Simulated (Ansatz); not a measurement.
**Structures of CdW3: which is lowest?**

Plane-wave DFT in Ansatz with scalar-relativistic PAW potentials, cutoff 420 eV, Γ-centred meshes chosen by cell and gap, Gaussian smearing with energies taken to zero width. Every cell was relaxed (cell and atoms) in a run of its own, within the symmetry of its start. Functional: PBE.

Relaxed structures (starts from databases or built by putting these elements on another compound's sites):
A. Pm-3m, 4 atoms in the computed cell, a = 4.056 Å; sites (symmetry × multiplicity) Cd m-3m × 1, W 4/mm.m × 3; start: built
B. P6_3/mmc, 8 atoms in the computed cell, a = 5.825 Å, c = 4.667 Å; sites (symmetry × multiplicity) Cd -6m2 × 2, W mm2 × 6; start: built

Rank them by energy. Could pressure change the order?

```csv
structure,group,E − E(lowest) (meV/atom),V (Å³/atom),gap on mesh (eV)
B,P6_3/mmc,0.0,17.14,0.00
A,Pm-3m,82,16.68,0.00
```

B is lowest, 82 meV/atom under A. The two lowest differ in volume by under 3 %, too little for a first-order estimate of what pressure does to that pair (other pairs aren't weighed here); with rigid cells even 3 % in favour of the higher one would need about 25 GPa. Other structures may lie lower than all of these, and vibrations aren't counted.

Spin-orbit coupling is left out, which matters for the bands of heavy elements.